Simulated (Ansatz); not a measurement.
Relaxed-ion elastic tensor of Sr3BiN (anti-perovskite, Pm-3m) in GPa (Voigt order), DFT-LDA in the program Ansatz with PAW potentials; density 6.05 g/cm³, 26.65 Å³ per atom.

```
      1     2     3     4     5     6
-  ----  ----  ----  ----  ----  ----
1   115  21.6  21.6   0.0   0.0   0.0
2  21.6   115  21.6   0.0   0.0   0.0
3  21.6  21.6   115   0.0   0.0   0.0
4   0.0   0.0   0.0  40.3   0.0   0.0
5   0.0   0.0   0.0   0.0  40.3   0.0
6   0.0   0.0   0.0   0.0   0.0  40.3
```

Question: Is the crystal mechanically stable?

Answer: Yes: the smallest eigenvalue of C is 40.3 GPa.

Question: Work out the Voigt, Reuss and Hill averages.

Answer: K_V = 52.8, K_R = 52.8, K_H = 52.8; G_V = 42.9, G_R = 42.6, G_H = 42.8 GPa.

Question: Give Young's modulus, Poisson's ratio, Pugh's ratio and the universal anisotropy index.

Answer: E = 9KG/(3K + G) = 101 GPa; ν = 0.18; K/G = 1.24 (brittle by the Pugh limit of 1.75); A_U = 5G_V/G_R + K_V/K_R − 6 = 0.03.

Question: Estimate the sound speeds and the Debye temperature.

Answer: v_l = √((K + 4G/3)/ρ) = 4260 m/s, v_t = √(G/ρ) = 2660 m/s, mean 2930 m/s; Θ = (h/k)(3n/4πV)^(1/3) v_m = 292 K.

Question: Give the Zener ratio and Young's modulus along [100], [110] and [111].

Answer: A = 2C44/(C11 − C12) = 0.86; 1/E = S11 − 2(S11 − S12 − S44/2)Γ with Γ = 0, 1/4, 1/3 gives 108, 99.1, 96.3 GPa.

The first step of the workflow began from a Materials Project structure, measured or hypothetical; the Crystallography Open Database copy checked does not list it. Its standing as an ambient phase is unchecked. The cell was relaxed with LDA under the symmetry of its start; of distortions, only those at the zone centre were tested. Scalar-relativistic: spin–orbit coupling is off unless named, which matters more the heavier the elements.

Potentials: the later of the program's two PAW sets.
